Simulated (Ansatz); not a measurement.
Ti$_{2}$AlN in space group P6_3/mmc (No. 194; Ti on 4f, Al on 2d, N on 2a), PBEsol (plane waves, PAW; program Ansatz), all energies at zero smearing, with the estimated change up to a 700 eV cutoff added, with one set of potentials and settings (totals compare only within such a set). Cell of 8 atoms (4 Ti, 2 Al, 2 N): -11711.975 eV.

| element | reference phase | E (eV/atom) |
|---|---|---|
| Ti | P6/mmm, 3 atoms in the cell | -2473.9163 |
| Al | Fm-3m, 1 atoms in the cell | -524.5512 |
| N | Pa-3, 8 atoms in the cell | -378.4910 |

Formation energy per atom, worked out: (-11711.975 − 4×(-2473.9163) − 2×(-524.5512) − 2×(-378.4910))/8 = -1.278 eV/atom (-123 kJ per mol of atoms), at 0 K, without zero-point energy or fitted corrections.

The first step of the workflow began from a Materials Project structure, measured or hypothetical; the Crystallography Open Database copy checked does not list it. Whether it is the stable phase at ambient conditions was not checked. The PBEsol relaxation kept the symmetry of its start; its stability against distortions is not shown here. The run is not spin-polarised. The references are the lowest solids computed at this level, not always the standard phases (solids in place of the gases).

Potentials: the earlier of the program's two PAW sets. The files were generated under PBE; for other functionals the program regenerates the frozen cores, and for LDA and PBEsol the local potential too.
